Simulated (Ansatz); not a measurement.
Ta9Co2S6 in space group P-62m (No. 189; Pearson symbol hP34), DFT-PBE in the program Ansatz with PAW potentials, all energies at zero smearing, with the estimated change up to a 700 eV cutoff added, with one set of potentials and settings (totals compare only within such a set). Cell of 34 atoms (18 Ta, 4 Co, 12 S): -210135.937 eV.

```json
[
 {"element": "Ta", "reference phase": "Im-3m, 1 atoms in the cell", "E (eV/atom)": "-9932.2522"},
 {"element": "Co", "reference phase": "P6_3/mmc, 2 atoms in the cell, spin-polarised", "E (eV/atom)": "-5126.1559"},
 {"element": "S", "reference phase": "Fddd, 32 atoms in the cell", "E (eV/atom)": "-902.0599"}
]
```

Formation energy per atom, worked out: (-210135.937 − 18×(-9932.2522) − 4×(-5126.1559) − 12×(-902.0599))/34 = -0.766 eV/atom (-74 kJ per mol of atoms), at 0 K, without zero-point energy or fitted corrections.

The first step of the workflow began from a Materials Project structure, measured or hypothetical; the Crystallography Open Database files this formula in space group No. 189, but the cells were not matched. Whether it is the stable phase at ambient conditions was not checked. The PBE relaxation kept the symmetry of its start; its stability against distortions is not shown here. No spin polarisation was allowed. The references are the lowest solids computed at this level, not always the standard phases. Spin–orbit coupling is left out wherever it is not named.

Potentials: the later of the program's two PAW sets.
